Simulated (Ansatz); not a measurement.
# Slab of hcp Ti (0001), 5 layers

The slab is cut from the hcp crystal, the stable phase, as relaxed on PAW files (16.74 Å³/atom), with 16 Å of vacuum and a dipole correction:

```xyz
5
Lattice="2.9016 0.0000 0.0000 -1.4508 2.5129 0.0000 0.0000 0.0000 25.1816" Properties=species:S:1:pos:R:3 pbc="T T T"
Ti    0.0000    0.0000    8.0000
Ti    0.0000    1.6752   10.2954
Ti    0.0000    0.0000   12.5908
Ti    0.0000    1.6752   14.8862
Ti    0.0000    0.0000   17.1816
```

Level of theory: DFT with PBEsol, scalar-relativistic, in Ansatz 0.2.0; a Γ-centred 13×13×1 k mesh, Fermi–Dirac smearing of 0.08 eV, no spin polarisation. LAPW: all electrons, basis error target 1 meV/atom; PAW: frozen-core files, cutoff 420 eV.

The bulk energy comes from a cell in the slab's orientation on a 13×13×7 mesh. The surface energy is (E(slab) − N·E(bulk))/2A at zero smearing, the mean of both faces; thin slabs carry quantum-size effects.

The PAW files were made under PBE. The cell is 1×1, so reconstructions are forbidden, and in slabs of four or five layers the relaxations can be far larger than at a real surface.

**Question.** As cut, the LAPW slab lies 2.081 eV above 5 atoms of bulk. What surface energy is that?

**Answer.** Over two faces of 7.29 Å² it is 142.7 meV/Å², and times 16.02 J/m² per eV/Å² that gives γ = 2.286 J/m².

**Question.** What do relaxation and the other method give, and what work function comes out?

**Answer.** 

| method | γ as cut (J/m²) | γ relaxed (J/m²) | Φ as cut (eV) | Φ relaxed (eV) |
| --- | --- | --- | --- | --- |
| LAPW | 2.286 | 2.156 | 4.58 | 4.54 |
| PAW | 2.285 | 2.155 | 4.58 | 4.54 |

**Question.** How do the spacings between the planes relax?

**Answer.** From the bottom face up: d12 -6.9 % of 2.295 Å, d23 +2.2 % of 2.295 Å, d34 +2.2 % of 2.295 Å, d45 -6.8 % of 2.295 Å.

**Question.** A field of 0.3 V/Å is applied along the normal, atoms held. What follows?

**Answer.** LAPW finds an induced dipole of 0.1625 e·Å a cell (PAW 0.1625), that is 13.45 Å for 4πα over the area, against 8.96 Å between the outer atoms.

**Question.** What changes if the images along the normal are cut off in place of the dipole correction?

**Answer.** LAPW then gives: no gap, work function 4.54 eV; PAW: no gap, work function 4.54 eV.
